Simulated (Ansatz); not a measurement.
Values for one crystal, relaxed and computed with plane-wave PAW PBE (Ansatz code); other levels are named.

```yaml
volume_per_atom: 30.05 Å³
electronic_character: metallic (no gap)
Density of states at the Fermi level: 0.31 states/eV per atom (mean over ±0.08 eV)
Bulk modulus (Birch–Murnaghan fit): 30.3 GPa
Gap with spin–orbit coupling: none (metallic)
Pressure derivative B′: 5.9
```

### Question
Which compound is it?
A. Pd, diamond
B. Ag, diamond
C. Os, diamond
D. La, diamond

### Answer
B, Ag, diamond

Space group Fd-3m (diamond). The start of the workflow was typed in or built on a structure type; neither database checked (COD, Materials Project) lists it. It is not the phase usual at ambient conditions (space group No. 225). The cell was relaxed with PBE under the symmetry of its start; its stability against distortions is not shown here. The run is not spin-polarised. Scalar-relativistic: spin–orbit coupling is off unless named, which matters more the heavier the elements.

Potentials: the earlier of the program's two PAW sets.
